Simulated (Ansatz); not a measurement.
The cell below belongs to a search over invented structures; it isn't taken from experiment.

Input and command of a plane-wave DFT calculation in Ansatz:

```yaml
crystal:
  lattice:
    - [2.839215628, 0.0, 0.0]
    - [-0.0005958946, 4.127736378, 0.0]
    - [-1.3300188201, -0.9980734032, 9.7721878955]
  atoms:
    - { symbol: Ta, position: [0.349174414, 0.9814930426, 0.0622233717] }
    - { symbol: Ta, position: [0.5396572809, 0.3432830892, 0.4672006493] }
    - { symbol: F, position: [0.3297387322, 0.4591082634, 0.0198784058] }
    - { symbol: F, position: [0.5376392919, 0.839843883, 0.4630067269] }
    - { symbol: F, position: [0.2592562305, 0.9290556976, 0.8727555855] }
    - { symbol: F, position: [0.4426645718, 0.278180481, 0.2606766244] }
    - { symbol: F, position: [0.629309741, 0.3776511986, 0.657731355] }
    - { symbol: F, position: [0.9125597377, 0.7913843444, 0.1965272812] }
basis:
  ecutwfc: 420
kpoints:
  mp_grid: { grid: [14, 10, 4] }
hamiltonian:
  xc: pbe
scf:
  occupations: { method: gaussian, width: 0.1 }
output:
  forces: true
  stress: true
  eigenvalues: true
relax:
  adjacent_minimum: "off"
  f_tol: 0.01
  max_steps: 80
  cell: { stress_tol: 0.05 }
```

```bash
ansatz run input.yaml --threads 1 --pin off --max-ram 2560MiB --backend cpu --events-out ev --progress --plain --runs-dir out
```

Processor: Intel(R) Xeon(R) 6975P-C (Granite Rapids), 1 thread, on a host shared with other jobs.

Question: How long does it run, and how much memory does it take?

Answer: About 12 min, peak memory 1.2 GiB. It solves 42 bands at 284 k points (after reduction by symmetry) with about 2295 plane waves (on the last cell), in 85 SCF iterations over 13 ionic steps.
